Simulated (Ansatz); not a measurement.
# Ansatz 0.2.0, relaxation: MgW

Run with:

```bash
ansatz run input.yaml --threads 2 --pin off --max-ram 3584MiB --backend cpu --events-out ev --progress --plain --runs-dir out
```

input.yaml:

```yaml
crystal:
  lattice:
    - [4.63814, 0.0, 0.0]
    - [0.0, 5.609374, 0.0]
    - [0.028087, 0.0, 4.875914]
  atoms:
    - { symbol: W, position: [0.0, 0.182, 0.25] }
    - { symbol: W, position: [0.0, 0.818, 0.75] }
    - { symbol: Mg, position: [0.5, 0.68, 0.25] }
    - { symbol: Mg, position: [0.5, 0.32, 0.75] }
  symmetry: { tolerance: 0.0003 }
kpoints:
  mp_grid: { grid: [5, 5, 5], shift: [0, 0, 0] }
magnetization:
  spin_polarized: false
scf:
  occupations: { method: fermi_dirac, width: 0.1244 }
  lower_state_search: "off"
hamiltonian:
  pseudopotentials: { kind: paw }
  xc: pbesol
basis:
  ecutwfc: 420
  fft_grid_basis: typed
relax:
  max_steps: 60
output:
  forces: true
  stress: true
  eigenvalues: true
  bader: true
  populations: true
  elf: true
  write_potential: true
  volumetric_format: npy
  dos:
    e_range: [-12, 8]
    de: 0.05
    projected: { site_lists: { Mg: [Mg], W: [W] } }
checkpoint:
  read: saved_state
```

Origin of the cell: a database entry, scaled a little.

The saved state is a converged single point of the same cell.

Steps:

```tsv
step	ΔF (meV/atom)	max force component (eV/Å)	SCF iterations	step was
1	0.0	2.820	6	accepted
2	-293.2	2.559	6	accepted
3	-502.1	0.903	6	accepted
4	-605.2	0.664	6	accepted
5	-691.5	0.266	6	accepted
6	-686.2	0.821	6	rejected
7	-698.4	0.106	7	accepted
8	-699.5	0.028	6	accepted
9	-699.6	0.015	6	accepted
10	-699.6	0.002	6	accepted
```

The starting structure.

Space group P2/c (No. 13); the run's cell has a = 4.638 Å, b = 5.609 Å, c = 4.876 Å, α = 90.00°, β = 89.67°, γ = 90.00°. Shortest distances: Mg–Mg 3.17 Å, W–W 3.18 Å, Mg–W 3.44 Å.

The relaxed structure.

Space group P2/c (No. 13); the run's cell has a = 4.638 Å, b = 5.609 Å, c = 4.876 Å, α = 90.00°, β = 89.67°, γ = 90.00°. Shortest distances: W–W 2.58 Å, Mg–W 2.83 Å, Mg–Mg 3.40 Å.

```yaml
crystal:
  lattice:
    - [4.63814, 0.00000, 0.00000]
    - [0.00000, 5.60937, 0.00000]
    - [0.02809, 0.00000, 4.87591]
  atoms:
    - { symbol: W, position: [0.00000, 0.07611, 0.25000] }
    - { symbol: W, position: [0.00000, 0.92389, 0.75000] }
    - { symbol: Mg, position: [0.50000, 0.78818, 0.25000] }
    - { symbol: Mg, position: [0.50000, 0.21182, 0.75000] }
```

```yaml
Free_energy_lowered_by: 699.6 meV/atom
Final_pressure: -11.12 GPa
Relaxation_steps_listed: 10
Gap_on_the_mesh: none (metal)
```

Caveats: no moments, though an odd count or open d shells may carry them; no spin-orbit coupling, though heavy elements are present; the SCF threshold is looser than advised for a stress; the relaxation held the start's symmetry, so the end may be a saddle point.

Time: 59 s on 2 threads of Arm Neoverse V2, on a shared host, peak memory 0.45 GiB, from a saved density.
